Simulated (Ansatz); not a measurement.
MgTiNO in space group P4/nmm (No. 129; Pearson symbol tP16) at seven volumes, the program Ansatz at the PBE level (PAW), shape and atoms relaxed at each. One row is withheld.

```tsv
V (Å³/atom)	P (GPa)
8.774	23.02
9.063	14.04
9.352	6.43
9.641	0.00
9.931	?
10.220	-9.91
10.509	-13.56
```

### Question
Fit the shown pressures and predict the withheld one.

### Answer
Third-order Birch–Murnaghan: P = (3/2)B₀(x^(7/2) − x^(5/2))[1 + (3/4)(B′ − 4)(x − 1)] with x = (V₀/V)^(2/3). Least squares on the six rows gives V₀ = 9.642 Å³/atom, B₀ = 194.5 GPa, B′ = 4.81. At V = 9.931, x = 0.9805 and P = -5.35 GPa. The run itself gave -5.42 GPa.

The start of the workflow was typed in or built on a structure type; neither database checked (COD, Materials Project) lists it. Its standing as an ambient phase is unchecked. The PBE relaxation kept the symmetry of its start; whether a distortion lowers the energy is not shown. The workflow began spin-polarised and lost its moments.

Potentials: the earlier of the program's two PAW sets.
